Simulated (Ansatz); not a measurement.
A relaxed cell of BeZn₃Te₄ is given with its symmetry left out. The cell was found from a structure generator's guess, not taken from experiment.

Level of theory: Ansatz, DFT PBE, scalar-relativistic, plane waves, PAW. Cutoff 420 eV, Γ-centred mesh, Gaussian smearing, no spin polarisation.

```xyz
8
Lattice="-3.0250 3.0250 6.0379 3.0250 -3.0250 6.0379 3.0250 3.0250 -6.0379" Properties=species:S:1:pos:R:3 pbc="T T T"
Be    0.0000    0.0000    6.0379
Zn    0.0000    0.0000    0.0000
Zn    3.0250    0.0000    3.0190
Zn    0.0000    3.0250    3.0190
Te    1.4239    1.4239    7.4765
Te    1.6011    1.6011    1.4386
Te    1.4239   -1.4239    4.5993
Te   -1.4239    1.4239    4.5993
```

Energies over the elements count from the elements' standard structures at the same level, with no fitted energy shifts.

(1) Find its symmetry and describe it.

(2) How far does it lie from the elements in energy?

(3) Is it a metal?

Results:

(1) I-42m (No. 121), with Be and Zn ordered on zinc blende sites. Conventional cell: a = 6.050 Å, c = 12.076 Å. Around Be lie 4 Te at 2.47 Å; around Zn on a site of symmetry -42m lie 4 Te at 2.68 Å; Zn on a site of symmetry -4 has 4 Te at 2.66 Å; Te is surrounded by 1 Be at 2.47 Å and 3 Zn at 2.66–2.68 Å.

(2) −0.433 eV/atom. It lies below the elements, which doesn't yet make it stable against other compounds or structures.

(3) No, the gap on the 6×6×6 mesh is 1.61 eV.

The last run used a 6×6×6 mesh for its 8-atom cell and Gaussian smearing of 0.02 eV. Spin–orbit coupling, which can matter for Te, is left out. Kohn–Sham gaps at this level usually fall short of measured ones. The missing spin–orbit coupling can work the other way here. The reference form of Te is held partly by dispersion forces, which this level lacks. A later test with randomly moved atoms came back to the same energy, though modes that don't fit the test's cell weren't probed.
